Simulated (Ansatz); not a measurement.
BN:
```xyz
6
Lattice="3.7374 0.0000 0.0000 -1.8687 3.2367 0.0000 0.0000 0.0000 7.8142" Properties=species:S:1:pos:R:3 pbc="T T T"
B      0.0001     0.0002     3.9071
B      3.7372     0.0000     6.5118
B     -1.8686     3.2365     1.3024
N      1.8685     3.2364     0.0000
N      0.0004     0.0000     2.6047
N     -0.0002     0.0003     5.2094
```

Relaxed with r²SCAN+D4.

Q: Map the valence electron density (e/Å³), cut off at 2 on the plane through (0.000, 0.000, 0.500) spanned by u = [1, 0, 0] and v = [0, 0, 1] in lattice vectors, from r²SCAN+D4 in the plane-wave PAW code Ansatz.

A: x is the fraction of u, y of v (the angle between them is 90°; rows are the nearest grid lines); atoms in the plane: B at (0.00, 0.00), B at (1.00, 0.33), B at (0.00, 0.67), N at (1.00, 0.50), N at (0.00, 0.83), N at (1.00, 0.17).
```
|..::.          .::..|
|**=:.          .:=**|
|@@*-:          :-*@@|
|@@@*-.        .-*@@@|
|@@@#-.        .-#@@@|
|@@@*-.        .-*@@@|
|@@*-:          :-*@@|
|---:.          .:---|
|---:.          .:---|
|**=:.          .:=**|
|@@@+:.        .:+@@@|
|@@@#-.        .-#@@@|
|@@@#-.        .-#@@@|
|@@@+:.        .:+@@@|
|**=:.          .:=**|
|---:.          .:---|
|---:.          .:---|
|@@*-.          :-*@@|
|@@@*-.        .-*@@@|
|@@@#-.        .-#@@@|
|@@@*-.        .-*@@@|
|@@*-:          :-*@@|
|**=:.          .:=**|
|..::.          .::..|
```
Scale: ten equal steps from 0.015 (start of ' ') to 2.00 (end of '@'), in the order ' .:-=+*#%@'; x runs from 0.000 to 1.00, y from 0.000 (bottom) to 1.00 (top).

The density is the valence pseudo-density with augmentation charge, so density and ELF within about 1 Å of a nucleus are not all-electron values.

Space group P6/mmm. The start of the workflow was typed in or built on a structure type; neither database checked (COD, Materials Project) lists it. It is not the phase usual at ambient conditions (space group No. 186, 194, 216). Symmetry was held in the r²SCAN+D4 relaxation. At this level the phase is mechanically unstable. The volume moved by 88 % from the start of the relaxation.

Potentials: the later of the program's two PAW sets.
